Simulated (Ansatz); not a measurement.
## Ag5Pb2O6: relaxed-ion elastic tensor

The calculation used Ansatz 0.2.0, DFT PBEsol, scalar-relativistic, plane waves, PAW. Plane waves to 420 eV; Γ-centred k mesh 6×6×6; Fermi-Dirac smearing of 0.15 eV. No spin polarisation.

The cell, relaxed at this level:
```
Ag Pb O
1.0
     5.91576    0.00000    0.00000
    -2.95788    5.12320    0.00000
     0.00000    0.00000    6.42675
Ag Pb O
5 2 6
Direct
  0.00000 0.00000 0.21997
  0.00000 0.00000 0.78003
  0.50000 0.00000 0.00000
  0.00000 0.50000 0.00000
  0.50000 0.50000 0.00000
  0.66667 0.33333 0.50000
  0.33333 0.66667 0.50000
  0.62526 0.00000 0.69444
  0.00000 0.62526 0.69444
  0.37474 0.37474 0.69444
  0.00000 0.37474 0.30556
  0.37474 0.00000 0.30556
  0.62526 0.62526 0.30556
```

In a metal, frequencies and elastic constants depend on the k mesh and the smearing, soft modes and shear constants most. Spin polarisation was left out, and a magnetic state may lie lower. Spin–orbit coupling is left out, which matters for heavy elements. A semilocal functional can close a gap that the real compound has.

Problem. Give the relaxed-ion elastic constants (GPa, Voigt order xx yy zz yz xz xy, on the axes of the cell above).

Solution.
```
130.8  87.8  91.0   0.0  -2.2   0.0
 87.8 130.8  91.0   0.0   2.2   0.0
 91.0  91.0 204.2   0.0   0.0   0.0
  0.0   0.0   0.0   8.3   0.0   2.2
 -2.2   2.2   0.0   0.0   8.3   0.0
  0.0   0.0   0.0   2.2   0.0  21.5
```

Problem. Is the crystal stable against homogeneous strain?

Solution. Too close to call: the least eigenvalue is 8.0 GPa, within what the k mesh leaves open in a metal.

Cost: 1 run of about 25 core-minutes, on AMD EPYC 9R45 (Zen 5) (shared hosts).